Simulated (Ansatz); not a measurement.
**Ti4C3: stable or not**

The structure comes from a generated guess, relaxed at this level; another structure or a mixture of phases may lie lower.

Theory: DFT PBE, scalar-relativistic, plane waves, PAW in Ansatz 0.2.0. Settings of the last relaxation (7-atom cell): 420 eV, 10×10×10 k points, Gaussian smearing of 0.10 eV, no spin polarisation.

```cif
data_structure
_symmetry_space_group_name_H-M 'P 1'
_symmetry_Int_Tables_number 1
_cell_length_a 4.3102
_cell_length_b 4.3102
_cell_length_c 4.3102
_cell_angle_alpha 90.000
_cell_angle_beta 90.000
_cell_angle_gamma 90.000
_cell_volume 80.08
loop_
_atom_site_label
_atom_site_type_symbol
_atom_site_fract_x
_atom_site_fract_y
_atom_site_fract_z
_atom_site_occupancy
Ti1 Ti 0.50000 0.00000 0.00000 1
Ti2 Ti 0.00000 0.50000 0.00000 1
Ti3 Ti 0.00000 0.00000 0.50000 1
Ti4 Ti 0.50000 0.50000 0.50000 1
C1 C 0.00000 0.50000 0.50000 1
C2 C 0.50000 0.00000 0.50000 1
C3 C 0.50000 0.50000 0.00000 1
```

Formation energies are uncorrected and refer to the elements' standard structures at the same level.

Problem. These tests were run: energy against the elements; random kick, then relaxation without symmetry; phonons on a 2×2×2 q mesh. What do they show?

Solution.

```
                                         test                         result
                  energy against the elements                  −0.70 eV/atom
random kick, then relaxation without symmetry                        returns
                    phonons on a 2×2×2 q mesh  no imaginary mode on the mesh
```

It fails none of these tests. Whether a mixture of other phases lies lower isn't tested here.

The reference form of C is held partly by dispersion forces, which this level lacks. The kick test ran on a coarse mesh. The run for the phonons used a 10×10×10 k mesh and Fermi–Dirac smearing of 0.15 eV.
